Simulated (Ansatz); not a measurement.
This cell of Ca (fcc, Cu type) is off equilibrium:

```xyz
4
Lattice="5.5265 0.0000 0.0000 0.0000 5.5265 0.0000 0.0000 0.0000 5.5265" Properties=species:S:1:pos:R:3 pbc="T T T"
Ca     0.0000     0.0000     0.0000
Ca     2.7633     2.7633     0.6450
Ca     2.7633     0.0000     2.7633
Ca     0.0000     2.7633     2.7633
```

Computed with PBE (plane waves to 420 eV, PAW, scalar-relativistic; Ansatz, a first-principles code). k mesh 7×7×7 (Γ-centred), Fermi-Dirac smearing 0.05 eV. The energy includes the smearing's −TS. Compression counts positive. With partly filled bands, energies and forces of such displacements shift with the k mesh and the smearing. Ca was relaxed with its symmetry unable to fall.

Q: Predict the force on every atom, in eV/Å.

A: 
| atom | Fx | Fy | Fz |
|---|---|---|---|
| Ca1 | 0.000 | 0.000 | 0.127 |
| Ca2 | 0.000 | 0.000 | -1.450 |
| Ca3 | 0.000 | 0.000 | 0.661 |
| Ca4 | 0.000 | 0.000 | 0.661 |

Q: What is the stress tensor (GPa)?

A: 
```
    0.8      0.0      0.0
    0.0      0.8      0.0
    0.0      0.0      0.6
```
The pressure, a third of the trace, is 0.8 GPa.

Q: In it atom 2 sits (0.000, 0.000, 0.645) Å away from its relaxed site. What is its energy relative to the relaxed cell?

A: 464 meV/cell.

(A displaced cell: forces are minus the slopes of the energy, force constants its curvatures, and phonons follow from these.)
